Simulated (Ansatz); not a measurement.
## Fixed-spin-moment curve of AlIr (Pm-3m)

```
Al Ir
1.0
     2.99455    0.00000    0.00000
     0.00000    2.99455    0.00000
     0.00000    0.00000    2.99455
Al Ir
1 1
Direct
  0.00000 0.00000 0.00000
  0.50000 0.50000 0.50000
```

The geometry is a structure from the Materials Project, held fixed and not relaxed.

The runs share LDA, 11×11×11 k mesh, Fermi–Dirac smearing of 0.03 eV. PAW means Ansatz 0.2.0 on its default frozen-core files; LAPW is all-electron LAPW in Ansatz 0.2.0. Site moments are integrated in spheres about the atoms, whose radii differ between the methods. Start moments of the first PAW run (μB): Ir2 0.8.

The total moment M of the cell is held by giving each spin its own Fermi level. Half their difference over μB is the field that would hold M, so μB·B = dF/dM. Energies count from each method's free run. The held moment starts spread evenly over Ir2.

The free PAW run: The moments died out: the run ends unmagnetised.

```csv
M (μB/cell),ΔF PAW (meV/cell),ΔF LAPW (meV/cell),"B, PAW (T)","largest site moment, PAW (μB)","pressure, PAW (GPa)"
0.00,0.0,0.0,–,0.00,-6.3
0.20,+51.0,+50.7,+7548,0.16,-5.5
0.40,+171.1,–,+13494,0.30,-3.8
0.60,+350.8,+350.2,+17478,0.45,-2.0
0.90,+681.3,+680.2,?,0.67,1.4
1.20,?,–,+24459,0.88,5.0
1.60,+1735.4,–,+31568,1.12,10.7
```

What belongs in the row "0.90", column "B, PAW (T)"?

+20741.

Fill in "ΔF PAW (meV/cell)" for the row "1.20".

+1074.7.

Check μB·B = dF/dM between M = 0.60 and 0.90 μB with the PAW numbers.

ΔF/ΔM = +330.5 meV / 0.30 = +1101.7 meV per μB, which is +19033 T with μB = 0.05788 meV/T. The mean of the two holding fields is +19109 T. The slope equals the mean of B over the step, so the two agree where B(M) is nearly straight between its ends, and here they lie within a tenth of each other.

Separate runs put a uniform field on the spins (g = 2):

| field (T) | M PAW (μB/cell) | M LAPW (μB/cell) |
| --- | --- | --- |
| 200 | 0.002 | 0.002 |
| 1000 | 0.010 | 0.010 |
| 3000 | 0.051 | 0.051 |

The PAW files were made with PBE; the program remakes their cores once for the run's functional and then keeps them frozen. The Ansatz runs typed with the search for lower states off end where their start leads. Spin–orbit coupling is left out although heavy atoms are present. The magnetic state is the one that this cell and start allow. It needn't be the compound's measured order, which may need a larger cell or be absent.
